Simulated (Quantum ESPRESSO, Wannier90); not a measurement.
Wannierisation of Mo (bcc (W type))

```yaml
crystal:
  lattice:
    - [-1.58381, 1.58381, 1.58381]
    - [1.58381, -1.58381, 1.58381]
    - [1.58381, 1.58381, -1.58381]
  atoms:
    - { symbol: Mo, position: [0.00000, 0.00000, 0.00000] }
```

Materials Project entry mp-129; symmetrised, unrelaxed at this level. This is the element's usual structure. Method: PBEsol plane waves in Quantum ESPRESSO 7.5 (PseudoDojo norm-conserving files, 64 Ry, no spin polarisation, no spin-orbit coupling), Bloch states on a 12×12×12 mesh through Γ, Wannier90 4.0.1. Density: 18×18×18 mesh, cold smearing 0.01 Ry.

Valence charges of the files: Mo 14. 21 bands were computed.

Isolated groups of bands, relative to the Fermi level (bands from 5 on overlap up to the last one computed):

| bands | from (eV) | to (eV) | filling | weight on atomic waves |
|---|---|---|---|---|
| 1 | -61.22 | -60.80 | filled | Mo 4s 95 % |
| 2–4 | -35.87 | -34.54 | filled | Mo 4p 99 % |

Wanted is a model with the orbitals Mo s p d, without the filled groups that are mainly made of other shells (semicore states, and anion s where it isn't named); all higher bands stay in for disentanglement.

Task: Give num_wann, exclude_bands and num_bands, and the number of electrons that the model holds.

Result: Electrons: 1×14 = 14, or 7.0 bands' worth; no gap over 0.05 eV opens at the Fermi level at this level of theory.
num_wann = 1×9 = 9.
exclude_bands = 1-4, 4 bands, so num_bands = 21 − 4 = 17.
The model holds 14 − 2×4 = 6 electrons. With the window frozen to 1.50 eV it follows pw.x to 1.7 meV rms (states up to 1.0 eV relative to the Fermi level).
